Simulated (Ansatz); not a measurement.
A relaxation computed with Ansatz, from input to last step.

```yaml
crystal:
  lattice:
    - [3.1705799765, 0.0, 0.0]
    - [-1.5852899882, 2.7458028044, 0.0]
    - [0.0, 0.0, 17.2839106378]
  atoms:
    - { symbol: Ta, position: [0.6666666667, 0.3333333333, 0.8333333333] }
    - { symbol: Ta, position: [0.3333333333, 0.6666666667, 0.1666666667] }
    - { symbol: Ta, position: [0.0, 0.0, 0.5] }
    - { symbol: Cu, position: [0.0, 0.0, 0.0] }
    - { symbol: Cu, position: [0.6666666667, 0.3333333333, 0.3333333333] }
    - { symbol: Cu, position: [0.3333333333, 0.6666666667, 0.6666666667] }
    - { symbol: "N", position: [0.3333333333, 0.6666666667, 0.772779579] }
    - { symbol: "N", position: [0.0, 0.0, 0.8938870876] }
    - { symbol: "N", position: [0.0, 0.0, 0.1061129124] }
    - { symbol: "N", position: [0.6666666667, 0.3333333333, 0.227220421] }
    - { symbol: "N", position: [0.6666666667, 0.3333333333, 0.4394462457] }
    - { symbol: "N", position: [0.3333333333, 0.6666666667, 0.5605537543] }
basis:
  ecutwfc: 500
kpoints:
  mp_grid: { grid: [12, 12, 2] }
hamiltonian:
  xc: r2scan
scf:
  occupations: { method: gaussian, width: 0.02 }
output:
  forces: true
  stress: true
  eigenvalues: true
relax:
  adjacent_minimum: "off"
  f_tol: 0.008
  max_steps: 40
  cell: { stress_tol: 0.015, fix: [a, b, gamma] }
```

```bash
ansatz run input.yaml --threads 1 --pin off --max-ram 2560MiB --backend cpu --events-out ev --progress --plain --runs-dir out
```

These are results of DFT r2SCAN, scalar-relativistic, plane waves, PAW in Ansatz, not measurements.

Of 5 frames 4 are shown, positions in Å and forces in eV/Å; the SCF threshold varies from step to step. Steps run on the plane waves of an earlier cell, with a Pulay correction in the pressure. The basis is chosen afresh for the last frame, the zero of the energies, and at times for earlier ones too; energy and pressure can step there, also at an unchanged geometry. Where two frames share a geometry here, they differ by under 2 meV/atom and 0.3 GPa.

```xyz
12
Lattice="3.1706 0.0000 0.0000 -1.5853 2.7458 0.0000 0.0000 0.0000 17.2839" Properties=species:S:1:pos:R:3:forces:R:3 pbc="T T T" step=1 free_energy_over_end_meV_per_atom=0.60 pressure_GPa=-2.85
Ta    1.5853    0.9153   14.4033    0.0000    0.0000    0.0000
Ta    0.0000    1.8305    2.8807    0.0000    0.0000    0.0000
Ta    0.0000    0.0000    8.6420    0.0000    0.0000    0.0000
Cu    0.0000    0.0000    0.0000    0.0000    0.0000    0.0000
Cu    1.5853    0.9153    5.7613    0.0000    0.0000    0.0000
Cu    0.0000    1.8305   11.5226    0.0000    0.0000    0.0000
N     0.0000    1.8305   13.3567    0.0000    0.0000    0.2760
N     0.0000    0.0000   15.4499    0.0000    0.0000   -0.2760
N     0.0000    0.0000    1.8340    0.0000    0.0000    0.2760
N     1.5853    0.9153    3.9273    0.0000    0.0000   -0.2760
N     1.5853    0.9153    7.5953    0.0000    0.0000    0.2760
N     0.0000    1.8305    9.6886    0.0000    0.0000   -0.2760
12
Lattice="3.1706 0.0000 0.0000 -1.5853 2.7458 0.0000 0.0000 0.0000 17.2483" Properties=species:S:1:pos:R:3:forces:R:3 pbc="T T T" step=2 free_energy_over_end_meV_per_atom=0.18 pressure_GPa=-2.03
Ta    1.5853    0.9153   14.3736    0.0000    0.0000    0.0000
Ta    0.0000    1.8305    2.8747    0.0000    0.0000    0.0000
Ta    0.0000    0.0000    8.6241    0.0000    0.0000    0.0000
Cu    0.0000    0.0000    0.0000    0.0000    0.0000    0.0000
Cu    1.5853    0.9153    5.7494    0.0000    0.0000    0.0000
Cu    0.0000    1.8305   11.4989    0.0000    0.0000    0.0000
N     0.0000    1.8305   13.3366    0.0000    0.0000    0.0431
N     0.0000    0.0000   15.4106    0.0000    0.0000   -0.0431
N     0.0000    0.0000    1.8377    0.0000    0.0000    0.0431
N     1.5853    0.9153    3.9117    0.0000    0.0000   -0.0431
N     1.5853    0.9153    7.5871    0.0000    0.0000    0.0431
N     0.0000    1.8305    9.6612    0.0000    0.0000   -0.0431
12
Lattice="3.1706 0.0000 0.0000 -1.5853 2.7458 0.0000 0.0000 0.0000 17.2964" Properties=species:S:1:pos:R:3:forces:R:3 pbc="T T T" step=3 free_energy_over_end_meV_per_atom=0.01 pressure_GPa=-2.67
Ta    1.5853    0.9153   14.4136    0.0000    0.0000    0.0000
Ta    0.0000    1.8305    2.8827    0.0000    0.0000    0.0000
Ta    0.0000    0.0000    8.6482    0.0000    0.0000    0.0000
Cu    0.0000    0.0000    0.0000    0.0000    0.0000    0.0000
Cu    1.5853    0.9153    5.7655    0.0000    0.0000    0.0000
Cu    0.0000    1.8305   11.5309    0.0000    0.0000    0.0000
N     0.0000    1.8305   13.3745    0.0000    0.0000    0.0051
N     0.0000    0.0000   15.4527    0.0000    0.0000   -0.0051
N     0.0000    0.0000    1.8436    0.0000    0.0000    0.0051
N     1.5853    0.9153    3.9218    0.0000    0.0000   -0.0051
N     1.5853    0.9153    7.6091    0.0000    0.0000    0.0051
N     0.0000    1.8305    9.6873    0.0000    0.0000   -0.0051
12
Lattice="3.1706 0.0000 0.0000 -1.5853 2.7458 0.0000 0.0000 0.0000 17.2999" Properties=species:S:1:pos:R:3:forces:R:3 pbc="T T T" step=5 free_energy_over_end_meV_per_atom=0.00 pressure_GPa=-2.71
Ta    1.5853    0.9153   14.4165    0.0000    0.0000    0.0000
Ta    0.0000    1.8305    2.8833    0.0000    0.0000    0.0000
Ta    0.0000    0.0000    8.6499    0.0000    0.0000    0.0000
Cu    0.0000    0.0000    0.0000    0.0000    0.0000    0.0000
Cu    1.5853    0.9153    5.7666    0.0000    0.0000    0.0000
Cu    0.0000    1.8305   11.5332    0.0000    0.0000    0.0000
N     0.0000    1.8305   13.3774    0.0000    0.0000    0.0001
N     0.0000    0.0000   15.4557    0.0000    0.0000   -0.0001
N     0.0000    0.0000    1.8441    0.0000    0.0000    0.0001
N     1.5853    0.9153    3.9225    0.0000    0.0000   -0.0001
N     1.5853    0.9153    7.6108    0.0000    0.0000    0.0001
N     0.0000    1.8305    9.6891    0.0000    0.0000   -0.0001
```

The run took 5 min on 1 thread of Arm Neoverse V1, with other jobs on the host, peak memory 0.92 GiB.

Spin–orbit coupling is left out, which can shift energies with elements as heavy as these.